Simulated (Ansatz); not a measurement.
Ansatz (an electronic-structure program) input:

Ansatz 0.2 input:
```yaml
crystal:
  lattice:
    - [5.6155129887, 0.0, 0.0]
    - [0.0, 5.6155129887, 0.0]
    - [0.0, 0.0, 5.6155129887]
  atoms:
    - { symbol: Cs, position: [0.0, 0.0, 0.0] }
    - { symbol: Pb, position: [0.5, 0.5, 0.5] }
    - { symbol: Cl, position: [0.0, 0.5, 0.5] }
    - { symbol: Cl, position: [0.5, 0.5, 0.0] }
    - { symbol: Cl, position: [0.5, 0.0, 0.5] }
kpoints:
  mp_grid: { grid: [5, 5, 5] }
hamiltonian:
  xc: pbesol
  pseudopotentials: { kind: paw }
scf:
  occupations: { method: fixed }
elastic: { mode: relaxed_ion, stencil: two_point, amplitude: 0.005, f_tol: 0.0005 }
```

Output (shortened):

```
Pseudopotential: Cs, paw, valence charge 9
Pseudopotential: Pb, paw, valence charge 14
Pseudopotential: Cl, paw, valence charge 7
Functional definition: PBEsol
Crystal: 5 atoms, lattice volume = 177.080 Å³
Basis set: ecut = 420 eV, 3431 PW (Γ), exchange–correlation on 80×80×80 points (8 copies of the dense FFT grid, shifted against one another)
Bands: 27, of which v1, the nominal top of the filled ones, is band 22 counted from 1 (21 counted from 0)
Symmetry: 48 space group operations
Space group: Pm-3m (ITA 221), of the structure as read, at distance tolerance 5.6e-5 Å
k-points: 10 of 125
SCF 1 converged in 10 iterations: F = -20530.632527 eV  dr2 = 2.16e-14
Crystal: 5 atoms, lattice volume = 176.194 Å³
Basis set: ecut = 420 eV, 3407 PW (Γ), exchange–correlation on 80×80×80 points (8 copies of the dense FFT grid, shifted against one another)
Symmetry: 16 space group operations
k-points: 18 of 125
SCF 2 converged in 10 iterations: F = -20530.631694 eV  dr2 = 1.02e-14
Crystal: 5 atoms, lattice volume = 177.965 Å³
SCF 3 converged in 7 iterations: F = -20530.631728 eV  dr2 = 3.30e-14
Crystal: 5 atoms, lattice volume = 177.078 Å³
Basis set: ecut = 420 eV, 3419 PW (Γ), exchange–correlation on 80×80×80 points (8 copies of the dense FFT grid, shifted against one another)
Symmetry: 8 space group operations
k-points: 27 of 125
SCF 4 converged in 8 iterations: F = -20530.632458 eV  dr2 = 4.88e-14
Crystal: 5 atoms, lattice volume = 177.078 Å³
SCF 5 converged in 6 iterations: F = -20530.632458 eV  dr2 = 4.17e-14
SCF converged after 10 iterations
Free energy (F): -20530.632527 eV
Harris-Foulkes:  -20530.632527 eV  (|F-HF|=7.28e-12)
Internal energy: -20530.632527 eV  (E = F + TS)
E sigma→0 (E₀):  -20530.632527 eV
Fermi energy:    3.319857 eV
--- Per-component energies (eV) ---
  E_band       = -239.759575
  E_kinetic    = 911.223938
  E_local      = -2676.027984  (includes V_loc(G=0)·N_el)
  E_nonlocal   = 470.225687
  E_hartree    = 1010.796182
  E_xc         = -710.312941
  E_vxc        = -623.476304  (∫ρ·V_xc dr)
  E_paw        = -17161.236058  (= ΣΔE_a)
  E_vpaw       = -343.297604  (= ΣTr[D̂ρ^β])
  E_aug_tail   = 0.000328  (compensation charges beyond the density's cutoff)
  E_ewald      = -2375.743253
  E_core_change = 0.441573  (= ΣΔE_core)
  E_smearing   =  0.000000  (= −TS)
  E_closure    = 0.000000  (closes the sum)
  Σ components = -20530.632527   (vs F -20530.632527, Δ=0.00e0)
--- Forces (eV/Å), atoms counted from 1 ---
  atom   1  Cs     0.00000000     0.00000000     0.00000000
  atom   2  Pb     0.00000000     0.00000000     0.00000000
  atom   3  Cl     0.00000000     0.00000000     0.00000000
  atom   4  Cl     0.00000000     0.00000000     0.00000000
  atom   5  Cl     0.00000000     0.00000000     0.00000000
  max |Σ_I F_I| component: 0.0 eV/Å
--- Stress (GPa, compression-positive) ---
        0.000178       0.000000       0.000000
        0.000000       0.000178       0.000000
        0.000000       0.000000       0.000178
  P = ⅓ Tr σ = 0.0002 GPa (0.002 kbar)
--- Band table (eV; the first three rows and the last of 10) ---
  k-point 0: bands = ["-17.3818", "-12.8203", "-12.8203", "-12.5729", "-12.5729", "-12.5729", "-11.1685", "-10.2884", "-10.2884", "-4.1619", "-4.1619", "-4.1619", "-2.7292", "-0.7325", "-0.7325", "-0.7325", "1.3356", "1.3356", "1.3356", "1.4417", "1.4417", …
  k-point 1: bands = ["-17.3810", "-12.8202", "-12.7852", "-12.5734", "-12.5734", "-12.5729", "-11.1195", "-10.3993", "-10.2876", "-4.1567", "-4.1543", "-4.1543", "-3.1774", "-0.7076", "-0.7076", "0.0357", "1.2942", "1.3005", "1.3005", "1.4036", "1.4036", …
  k-point 2: bands = ["-17.3798", "-12.8201", "-12.7265", "-12.5743", "-12.5743", "-12.5728", "-10.9683", "-10.6531", "-10.2865", "-4.1482", "-4.1418", "-4.1418", "-3.6202", "-0.6656", "-0.6656", "0.7137", "1.2297", "1.2434", "1.2434", "1.3420", "1.3420", …
  k-point 9: bands = ["-17.3767", "-12.6643", "-12.6643", "-12.5756", "-12.5756", "-12.5756", "-10.7832", "-10.6908", "-10.6908", "-4.9732", "-4.2060", "-4.2060", "-4.1931", "0.7145", "0.7803", "0.7803", "0.9831", "0.9831", "1.6876", "1.6876", "1.7224", …
--- Elastic constants: 2 strain directions × 2 members + reference (group order 48) ---
  dense FFT box of the reference and of every strained cell: 40×40×40
  strains applied: 11, 23; error gains: componentwise 1.00 (the most a stress slope's error grows in a printed constant), spectral 1.73 (1 for all six strains …
  C = ∂σ_k/∂η_j (tension-positive GPa; Voigt order 11 22 33 23 13 12):
        58.762      8.016      8.016      0.000      0.000      0.000
         8.016     58.762      8.016      0.000      0.000      0.000
         8.016      8.016     58.762      0.000      0.000      0.000
         0.000      0.000      0.000      4.741      0.000      0.000
         0.000      0.000      0.000      0.000      4.741      0.000
         0.000      0.000      0.000      0.000      0.000      4.741
  reference stress σ⁰ (GPa):      0.000      0.000      0.000      0.000      0.000      0.000
  moduli (Voigt/Reuss/Hill, GPa): K = 24.93/24.93/24.93   G = 12.99/7.03/10.01   E = 26.49   ν = 0.323
  mechanically stable: yes (min eigenvalue of sym C = 4.74 GPa)
  strain η (Voigt 11):  stress-route row diagonal C_11 = 58.76 GPa, energy-path curvature d²(F+E_count+ΔE)/dδ²/Ω₀ = 58.74 GPa
         δ    σ_11 (GPa)             F (eV)   n_scf  n_hpsi   n_pw
    -5.000e-3      -0.3028      -20530.6316941      10   10757   3474   relax 0 steps, max|allowed force component| 0.0 eV/Å
     5.000e-3       0.2848      -20530.6317284       7    8373   3505   relax 0 steps, max|allowed force component| 0.0 eV/Å
  strain η (Voigt 23):  stress-route row diagonal C_44 = 4.74 GPa, energy-path curvature d²(F+E_count+ΔE)/dδ²/Ω₀ = 4.74 GPa
         δ    σ_23 (GPa)             F (eV)   n_scf  n_hpsi   n_pw
    -5.000e-3      -0.0237      -20530.6324576       8   13998   3482   relax 0 steps, max|allowed force component| 0.0 eV/Å
     5.000e-3       0.0237      -20530.6324576       6   11605   3482   relax 0 steps, max|allowed force component| 0.0 eV/Å
```

Cost: roughly 18 core-seconds on shared cores.

This is a known high-temperature phase of the composition, computed here at zero pressure and temperature. The cell was relaxed with PBEsol under the symmetry of its start; its stability against distortions is not shown here. Scalar-relativistic: spin–orbit coupling is off unless named, which matters more the heavier the elements.

Potentials: the later of the program's two PAW sets.

Ansatz is a plane-wave DFT program.
